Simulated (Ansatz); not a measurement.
Relaxing a structure of TiC

The start is a relaxed TiC cell displaced along its unstable phonon at q = (½, ½, 0) of its primitive reciprocal cell (351i cm⁻¹), largest move 0.15 Å. The cell and all atomic positions are relaxed at zero pressure with PBE (plane waves to 420 eV, PAW, scalar-relativistic; Ansatz, a first-principles code). The first steps use a coarse 12×12×12 k-mesh.

Starting cell:
```
TiC
1.0
    5.42161     0.00000     0.00000
    2.71081     2.71081     0.00000
    0.00000     0.00000     2.71081
Ti C
2 2
Direct
  0.00000   0.00000   0.00000
  0.50000   0.00000   0.00000
  0.00000   0.50000   0.55533
  0.50000   0.50000   0.44467
```

Question: What is the largest force in the starting geometry, and on which atom (counted from 1)?

Answer: 0.92 eV/Å, on C3, C4 (atoms numbered as listed).

Question: How much energy is released per atom?

Answer: 0.25 eV/atom.

Question: How does the volume per atom move from start to end?

Answer: +8.7 %, from 9.96 to 10.82 Å³/atom.

Question: Does it find its way back to the structure it was made from?

Answer: It does not go back: it reaches P4/nmm (No. 129), 0.29 eV/atom below the parent.

Question: Is the relaxed structure metallic? Give its gap.

Answer: Zero (metallic).

Question: What does it relax into? Give the structure.

Answer: 
```cif
data_C2Ti2
_chemical_formula_sum 'Ti2 C2'
_space_group_name_H-M_alt 'P4/nmm :1'
_space_group_IT_number 129
_space_group_name_Hall 'P 4ab 2ab -1ab'
_cell_length_a 4.01436
_cell_length_b 4.01436
_cell_length_c 2.68677
_cell_angle_alpha 90.000
_cell_angle_beta 90.000
_cell_angle_gamma 90.000
loop_
_space_group_symop_operation_xyz
  'x, y, z'
  '-y+1/2, x+1/2, z'
  '-x, -y, z'
  'y+1/2, -x+1/2, z'
  'x+1/2, -y+1/2, -z'
  '-y, -x, -z'
  '-x+1/2, y+1/2, -z'
  'y, x, -z'
  '-x+1/2, -y+1/2, -z'
  'y, -x, -z'
  'x+1/2, y+1/2, -z'
  '-y, x, -z'
  '-x, y, z'
  'y+1/2, x+1/2, z'
  'x, -y, z'
  '-y+1/2, -x+1/2, z'
loop_
_atom_site_label
_atom_site_type_symbol
_atom_site_symmetry_multiplicity
_atom_site_Wyckoff_symbol
_atom_site_fract_x
_atom_site_fract_y
_atom_site_fract_z
_atom_site_occupancy
Ti1 Ti 2 a 0.00000 0.00000 0.00000 1
C1 C 2 c 0.50000 0.00000 0.27433 1
```

Final values are on a 12×12×17 k-mesh of the relaxed cell. No spin polarisation in the result.

The run could not lose the symmetry of its start, so the end can be a saddle point.

The relaxed structure here is a generated cell of TiC: the first start was made by placing the elements on the sites of a structure type, and the end was not matched to a known phase here, so it may be hypothetical. Known forms of TiC include space group No. 225.
